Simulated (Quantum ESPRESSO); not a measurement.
# Computed records: MgZn3O4 (made-up cell), ScAlGa2AsP3 (made-up cell)

All values are calculated (Quantum ESPRESSO 7.5). Calculation on a made-up crystal cell, not a measurement: periodic Kohn-Sham density functional theory in plane waves with PseudoDojo standard norm-conserving scalar-relativistic pseudopotentials, each functional with its own files (v0.5 for PBE, v0.4.1 for LDA and PBEsol), no spin polarisation, no spin-orbit coupling, atoms not relaxed, stress positive in tension, energies less a fixed whole-eV offset for each atom's element; levels are Kohn-Sham levels at fractions of this cell's reciprocal vectors, counted from the reference band (half the neutral cell's valence electrons, rounded up) at Gamma; error bars cover cutoff and k-mesh only, not smearing or the files; added strain carries the atoms with the cell, and shear is the tensor component; each bar is the largest change over components, and at least 0.002 eV, 0.002 eV per angstrom or 0.02 GPa; energies are for the whole cell, and the offsets were chosen from early runs and are not element reference energies.

Common to all runs: functional pbe; cutoff 1143 eV; fermi dirac smearing 0.025 eV; scf tolerance 1e-07 eV; electrons removed 0; k mesh 4 x 4 x 4, shifted by half a step.

(1) MgZn3O4 (made-up cell)

```xyz
8
Lattice="4.2273 0.0000 0.0000 0.0000 4.2273 0.0000 0.0000 0.0000 4.2273" Properties=species:S:1:pos:R:3 MgZn3O4
Zn     0.0984     0.0919     0.0184
Zn    -0.0497     2.0641     2.1100
Mg     2.0377     0.0485     2.0790
Zn     2.2123     2.1755    -0.1144
O      2.0844    -0.0124    -0.0090
O      2.1374     2.1249     2.1751
O      4.2615    -0.0664     2.0834
O      4.2212     2.0159    -0.0975
```

Here we set lattice type rocksalt.

It finds pressure 14.4 GPa; stress xx -14.78 GPa; stress yy -13.64 GPa; stress zz -14.79 GPa; stress yz 0.1857 GPa; stress xz -0.1293 GPa; stress xy 0.8003 GPa; error bar stress 0.0446 GPa; error bar force 0.002482 eV/Å; error bars from tighter rerun of a related cell.

Atoms:
| atoms element | atom site |
| --- | --- |
| Zn | 1 |
| Zn | 2 |
| Mg | 3 |
| Zn | 4 |
| O | 5 |
| O | 6 |
| O | 7 |
| O | 8 |

Forces:
| site | x (eV/Å) | y (eV/Å) | z (eV/Å) |
| --- | --- | --- | --- |
| 1 | -0.7317 | -1.239 | -0.1818 |
| 2 | 0.4319 | 0.3854 | -0.5704 |
| 3 | 0.8515 | -0.4656 | 0.1032 |
| 4 | -0.5709 | -0.06707 | 1.153 |
| 5 | 0.6868 | 0.1583 | 0.04471 |
| 6 | -0.4244 | -0.1535 | -1.44 |
| 7 | -0.6287 | 0.2244 | 0.03573 |
| 8 | 0.3854 | 1.157 | 0.8554 |

(2) ScAlGa2AsP3 (made-up cell)

```xyz
8
Lattice="5.5610 0.0159 -0.0448 0.0159 5.4942 0.0047 -0.0448 0.0047 5.6413" Properties=species:S:1:pos:R:3 ScAlGa2AsP3
Sc     0.0219     0.0131     0.0245
Ga    -0.0025     2.7494     2.7953
Al     2.8312    -0.0146     2.7774
Ga     2.7179     2.7862    -0.0252
P      1.4094     1.4121     1.3411
P      1.4452     4.1570     4.1596
As     4.1533     1.3834     4.1817
P      4.1846     4.1406     1.3729
```

Settings of this run: lattice type zincblende/diamond.

It finds pressure 5.859 GPa; stress xx -6.001 GPa; stress yy -6.285 GPa; stress zz -5.291 GPa; stress yz 0.867 GPa; stress xz -1.102 GPa; stress xy -0.896 GPa; reference band 35; error bar stress 0.02 GPa; error bar force 0.003101 eV/Å; error bar next band up 0.002 eV; error bars from tighter rerun of this cell.

Atoms:
| atoms element | atom site |
| --- | --- |
| Sc | 1 |
| Ga | 2 |
| Al | 3 |
| Ga | 4 |
| P | 5 |
| P | 6 |
| As | 7 |
| P | 8 |

Forces:
| site | x (eV/Å) | y (eV/Å) | z (eV/Å) |
| --- | --- | --- | --- |
| 1 | 0.6378 | -1.201 | -0.1177 |
| 2 | 0.4556 | 0.2848 | -0.1559 |
| 3 | -0.639 | -0.04768 | -0.601 |
| 4 | 0.4823 | 0.2195 | 0.0748 |
| 5 | 0.9311 | 0.6476 | 1.57 |
| 6 | -0.1074 | -0.3299 | -0.6179 |
| 7 | -0.894 | 1.239 | -0.7094 |
| 8 | -0.8665 | -0.8131 | 0.5575 |

Levels:
| level k point | next band up (eV) |
| --- | --- |
| Gamma | 1.246 |
| (1/2,1/2,1/2) | 2.03 |
| (0.15,0,0) | 1.394 |
| (0,0.15,0) | 1.522 |
| (0,0,0.15) | 1.437 |
